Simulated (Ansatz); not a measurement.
The slice is one period of a {110} plane through atoms; its size isn't given.

Calculation: PBE (plane waves to 420 eV, PAW, scalar-relativistic; Ansatz, an electronic-structure program). Near the nuclei the fields are pseudised (PAW); where an atom keeps semicore shells as valence, they peak there.

```
|5566666655442222111122224455666666|
|6666665544332211111111223344556666|
|6666555544332211000011223344555566|
|5555444433221100000000112233444455|
|4444333322111100000000111122333344|
|4433332222110000000000001122223333|
|4444333322110000000000001122333344|
|5555554433221100000000112233445555|
|7777665544221111000011112244556677|
|8888776655332211111111223355667788|
|9999887755442211111111224455778899|
|9999887755442222111122224455778899|
|9999887755442211111111224455778899|
|8888776655332211111111223355667788|
|7777665544221111000011112244556677|
|5555554433221100000000112233445555|
|4444333322110000000000001122333344|
|4433332222110000000000001122223333|
|4444333322111100000000111122333344|
|5555444433221100000000112233444455|
|6666555544332211000011223344555566|
|6666665544332211111111223344556666|
|5566666655442222111122224455666666|
|2255666655443322111122334455666655|
```
Scale: ten equal steps from -1.75 (start of '0') to 0.92 (end of '9'), in the order '0123456789'. Values: log₁₀ of the valence density in e/Å³. The map has 17 points along u (two characters each, u = 0 at the left) and 24 along v (v = 0 in the bottom row). The scale is logarithmic, as a density can span decades between atoms and voids.

```
|xxxx##@@@@##==..    ..==##@@@@##xx|
|**##@@@@@@##--..    ..--##@@@@@@##|
|@@@@@@@@%%++::        ::++%%@@@@@@|
|@@@@%%##**--..        ..--**##%%@@|
|****++==--..            ..::==++**|
|::::::....                ....::::|
|::::::....                ....::::|
|======--::..            ..::--====|
|==++++==--::            ::--==++++|
|..::==++==--..        ..--==++==::|
|xxxx::++==--..        ..--==++::xx|
|xxxxxx==++--..        ..--++==xxxx|
|xxxx::++==--..        ..--==++::xx|
|..::==++==--..        ..--==++==::|
|==++++==--::            ::--==++++|
|======--::..            ..::--====|
|::::::....                ....::::|
|::::::....                ....::::|
|****++==::..            ..--==++**|
|@@@@%%##**--..        ..--**##%%@@|
|@@@@@@@@%%++::        ::++%%@@@@@@|
|**##@@@@@@##--..    ..--##@@@@@@##|
|xxxx##@@@@##==..    ..==##@@@@##xx|
|xxxxxx@@@@%%==..    ..==%%@@@@xxxx|
```
Scale: ten equal steps from 0.01 (start of ' ') to 0.86 (end of '@'), in the order ' .:-=+*#%@'. Values: electron localisation function (ELF). The map has 17 points along u (two characters each, u = 0 at the left) and 24 along v (v = 0 in the bottom row). Points within 0.5 Å of a nucleus are blanked (x), as the pseudised field means little there.

Which relaxed crystal do these maps come from?
A) PbS (rock salt)
B) TaC (rock salt)
C) ZrN (rock salt)

A, PbS (rock salt). Atoms on the slice: S at (0.00, 0.00); Pb at (0.00, 0.50)

All were relaxed with their symmetry unable to fall. Spin-orbit coupling is left out. TaC is run without spin polarisation. The PAW data are Ansatz's earlier set. ZrN is run without spin polarisation.
